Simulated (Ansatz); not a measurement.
**PbO-type TmC**

The computed numbers are results of PBEsol, scalar-relativistic (collinear spin) in the plane-wave PAW code Ansatz at 420 eV, Γ-centred 8×8×6 mesh, 0.05 eV Gaussian smearing. The datasets are Ansatz's generated set soft_2.

```
Tm C
1.0
     4.15429    0.00000    0.00000
     0.00000    4.15429    0.00000
     0.00000    0.00000    3.25357
Tm C
2 2
Direct
  0.50000 0.00000 0.31788
  0.00000 0.50000 0.68212
  0.00000 0.00000 0.00000
  0.50000 0.50000 0.00000
```

The start was a prototype's sites filled with these elements, not a measured cell.

Magnetic state: ferromagnetic, site spin moments Tm 1.42 μB.

Path: Γ–X–M–Γ–Z–R–A–Z | X–R | M–A, with Γ = (0.000, 0.000, 0.000), X = (0.000, 0.500, 0.000), M = (0.500, 0.500, 0.000), Z = (0.000, 0.000, 0.500), R = (0.000, 0.500, 0.500), A = (0.500, 0.500, 0.500) in reciprocal vectors of the calculation's cell.

Task: Is it a metal or an insulator, and if it has a gap, where are the band edges on this path?

Result: A metal: bands cross the Fermi level.

Bands as a text map, energy in eV from the Fermi level (dashes), each leg drawn with the same width, + spin up, o spin down, # both:
```
  2.86 |++#+          +#o o#++   o              +o #               +     o 
  2.57 |  +             +#++     +               +#+                     +#
  2.29 | #                  #   #                                          
  2.00 |o                   oo #                                           
  1.71 |##               o##+##o                    oo                     
  1.43 | o#o         ooo#+     +o       o        ooo++o            o      o
  1.14 | + +o      oo++#    o   +o     o+o     oo++#  +o           +o   oo+
  0.86 |oo# +#o  oo++  + ooo#oo  +ooooo+ +o   o +  +o  +oo          +ooo++ 
  0.57 |+++oo #oo++ ooooo  ++++o  +  o#   +ooo +     o  o ooo  ooooooo#+   
  0.29 |   #ooo+#ooo   o###o    oo +++ oooo  ++     + oo++++ oo     ++ oo  
  0.00 |ooo##o#ooooo####ooo#ooo#oooooo#oooo##ooooooooooo#ooo#ooo####oo#oooo
 -0.29 |oooo##oooo##oooo##ooooooooooooo#ooooooooooooo#o#ooooo###ooooooo#ooo
 -0.57 |ooo#o#++++ooooooo###oooo#ooooooo#o#ooooooooooo#ooo++ ooooooooooo#oo
 -0.86 | +#+###oooo oooooo##+  o ooooooo##o   ####+##+#ooooo++     oo    ++
 -1.14 |+++#+#######++++##+#++++++++++#++++###+++++++++#++###+++###++##++++
 -1.43 |+#####++++++++++++###+++#++++++##+#++++++++++##+++++####+++++++#+++
 -1.71 |###++#++++++++++++#####++++++++++#++++++######+++++++ o  +++++++###
 -2.00 |##+++++++++++++++++++#+#+o      ##+++o##+++###o   +++###+++++++++++
 -2.29 |++## +o           +o#+###+     #+ #o#+   oo##+#     o++##oo       o
 -2.57 |    #o##o          +     #o   #   ##    #++o #+#  ##+   ###      #+
 -2.86 |     ++ +o       ##     # ##o#o####+####   +  #+#o       ++     #  
 -3.14 |         +               o #####  +         #  #o#                 
 -3.43 |          #      #       +  ++   #              ++             #   
 -3.71 |           o    #         o     o            #                #    
 -4.00 |           +    #         +    o+             o                    
 -4.29 |            #  #           # o#+              +#o            #     
 -4.57 |             ###            #+                  +#         ##      
 -4.86 |                                                                   
        Γ      X      M      Γ      Z      R      A      ZX       RM      A
```

Without a U the open 4f shell is pinned at the Fermi level, an artefact: in the real crystal it splits into occupied and empty levels away from it, and its large orbital moment is missing here. For elements this heavy, spin–orbit coupling would shift levels and gaps; it isn't included here. The run wasn't fully tested for a lower electronic state. Site moments are of spin, integrated over atomic spheres. Only parallel moments were tried, so the real magnetic order may be another.

A lower state of the open shells can't be excluded, and forces and pressures are less sure for it.
